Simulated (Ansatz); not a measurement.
GaCuBr$_{4}$:
```cif
data_Br8Cu2Ga2
_chemical_formula_sum 'Ga2 Cu2 Br8'
_space_group_name_H-M_alt 'P 1'
_space_group_IT_number 1
_cell_length_a 5.77763
_cell_length_b 5.77763
_cell_length_c 10.61681
_cell_angle_alpha 90.000
_cell_angle_beta 90.000
_cell_angle_gamma 90.000
loop_
_space_group_symop_operation_xyz
  'x, y, z'
loop_
_atom_site_label
_atom_site_type_symbol
_atom_site_fract_x
_atom_site_fract_y
_atom_site_fract_z
_atom_site_occupancy
Ga1 Ga 0.00000 0.50000 0.25000 1
Ga2 Ga 0.50000 0.00000 0.75000 1
Cu1 Cu 0.00000 0.00000 0.00000 1
Cu2 Cu 0.00000 0.00000 0.50000 1
Br1 Br 0.23965 0.26493 0.12402 1
Br2 Br 0.26493 0.76035 0.87598 1
Br3 Br 0.76035 0.73507 0.12402 1
Br4 Br 0.73507 0.23965 0.87598 1
Br5 Br 0.23965 0.73507 0.37598 1
Br6 Br 0.26493 0.23965 0.62402 1
Br7 Br 0.76035 0.26493 0.37598 1
Br8 Br 0.73507 0.76035 0.62402 1
```

Relaxed with r²SCAN. r²SCAN (plane waves, PAW; program Ansatz) gives a gap of 2.01 eV.

Question: What gap does HSE06 give on the same cell (Ansatz, PAW)?

Answer: 3.30 eV, 1.30 eV more. The hybrid was solved on a coarser mesh and at special points; its gap is the smallest among all of these.

```csv
k,v1 r²SCAN,c1 r²SCAN,v1 HSE06,c1 HSE06
Γ,-0.05,2.01,-0.03,3.30
Z,-0.19,2.50,___,___
M,0.00,2.48,___,___
A,-0.14,2.51,___,___
R,-0.11,2.87,-0.16,4.26
X,-0.13,2.84,___,___
```

Question: Top valence (v1) and lowest conduction level (c1) in eV from each method's valence maximum (which need not be a listed point): supply the withheld HSE06 values.

Answer: 
- M, v1 HSE06: 0.00
- M, c1 HSE06: 3.83
- A, v1 HSE06: -0.21
- A, c1 HSE06: 3.86
- X, v1 HSE06: -0.19
- X, c1 HSE06: 4.23
- Z, v1 HSE06: -0.24
- Z, c1 HSE06: 3.83

Cost on shared cores: the r²SCAN run (SCF on a 5×5×3 mesh, then bands and DOS) very roughly 10 core-minutes, the HSE06 run (SCF on 3×3×2, then a few points) roughly 9 core-minutes; the tasks are unlike.

Space group P-42c. The workflow started from a Materials Project entry (that database holds measured and hypothetical structures alike); the Crystallography Open Database copy checked does not list it. Whether it is the stable phase at ambient conditions was not checked. The cell was relaxed with r²SCAN under the symmetry of its start; whether a distortion lowers the energy is not shown. The run is not spin-polarised. Spin–orbit coupling is left out wherever it is not named.

Potentials: the later of the program's two PAW sets.
